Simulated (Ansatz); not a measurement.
Crystals of one structure type (rock salt) and one family of elements, relaxed and computed with LDA (plane waves, PAW; program Ansatz).

```json
[
 {"crystal": "LiF", "V (Å³/atom)": "7.47", "highest Γ mode, no LO–TO term (cm⁻¹)": "339"},
 {"crystal": "LiCl", "V (Å³/atom)": "15.29", "highest Γ mode, no LO–TO term (cm⁻¹)": "228"},
 {"crystal": "NaCl", "V (Å³/atom)": "20.39", "highest Γ mode, no LO–TO term (cm⁻¹)": "188"},
 {"crystal": "KCl", "V (Å³/atom)": "28.04", "highest Γ mode, no LO–TO term (cm⁻¹)": "161"},
 {"crystal": "NaI", "V (Å³/atom)": "30.66", "highest Γ mode, no LO–TO term (cm⁻¹)": "?"},
 {"crystal": "RbCl", "V (Å³/atom)": "32.43", "highest Γ mode, no LO–TO term (cm⁻¹)": "132"},
 {"crystal": "KI", "V (Å³/atom)": "39.61", "highest Γ mode, no LO–TO term (cm⁻¹)": "115"}
]
```

Fit a straight line to ln ω against ln V and predict the withheld value.

Least squares on the 6 shown rows: ln ω = -0.64 × ln V + (7.146), with a scatter of 4 %. For NaI this gives 142. The run itself gave 131, outside the scatter: the line misses something about this case.

All cells were relaxed under the symmetry of their starts (and spin orders); stability against distortions was not tested throughout. Spin–orbit coupling is left out wherever it is not named.

Potentials: the later of the program's two PAW sets.
